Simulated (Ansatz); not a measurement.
KCl (rock salt) is sheared across one {100} plane: the third cell vector gains the shift, so faults repeat every 9.4 Å. The cut lies between planes 3.15 Å apart; the cell height is held.

```
KCl
1.0
    4.44934     0.00000     0.00000
    0.00000     4.44934     0.00000
    2.22467     2.22467     9.43847
Cl K
3 3
Direct
  0.00000   0.00000   0.83333
  0.33333   0.33333   0.16667
  0.66667   0.66667   0.50000
  0.50000   0.50000   0.83333
  0.83333   0.83333   0.16667
  0.16667   0.16667   0.50000
```

In-plane vectors a = (4.449, 0.000) Å, b = (0.000, 4.449) Å, area 19.80 Å². The shift is s times the vector a + b (length 6.292 Å), so s = 1 restores the start. Atoms relax along the normal only. γ = [E(shift) − E(0)] / area.

Method: r2SCAN (plane waves to 500 eV, PAW, scalar-relativistic; Ansatz, a program for electronic structure). k mesh 7×7×7 (Γ-centred), Fermi-Dirac smearing 0.05 eV. E is the zero-smearing estimate. Stress and pressure are positive under compression. Faults lie only 9.4 Å apart, and holding the cell height raises γ above its relaxed value. KCl was relaxed with its symmetry unable to fall. The zero of γ is zero shift.

```json
[
 {"shift (Å)": "0.000", "γ (mJ/m²)": "0", "σ normal to the fault (GPa)": "0.0"},
 {"shift (Å)": "0.524", "γ (mJ/m²)": "28", "σ normal to the fault (GPa)": "-0.1"},
 {"shift (Å)": "1.049", "γ (mJ/m²)": "120", "σ normal to the fault (GPa)": "-0.1"},
 {"shift (Å)": "1.573", "γ (mJ/m²)": "267", "σ normal to the fault (GPa)": "0.8"},
 {"shift (Å)": "2.097", "γ (mJ/m²)": "412", "σ normal to the fault (GPa)": "2.2"},
 {"shift (Å)": "2.622", "γ (mJ/m²)": "511", "σ normal to the fault (GPa)": "3.3"},
 {"shift (Å)": "3.146", "γ (mJ/m²)": "546", "σ normal to the fault (GPa)": "3.7"},
 {"shift (Å)": "3.670", "γ (mJ/m²)": "511", "σ normal to the fault (GPa)": "3.3"},
 {"shift (Å)": "4.195", "γ (mJ/m²)": "412", "σ normal to the fault (GPa)": "2.2"},
 {"shift (Å)": "4.719", "γ (mJ/m²)": "267", "σ normal to the fault (GPa)": "0.8"},
 {"shift (Å)": "5.244", "γ (mJ/m²)": "120", "σ normal to the fault (GPa)": "-0.1"},
 {"shift (Å)": "5.768", "γ (mJ/m²)": "28", "σ normal to the fault (GPa)": "-0.1"}
]
```

Key numbers:

| Quantity | Result |
|---|---|
| Highest computed γ on the line | 546 mJ/m² |
| Position of the highest point | s = 0.500 |
| Local minima between the ends | no computed point is one |
| Steepest slope dγ/d(shift) before the first maximum (spline) | 3.0 GPa |

(The slope of γ gives the shear force per area between the displaced halves; near zero shift its curvature is an elastic stiffness.)
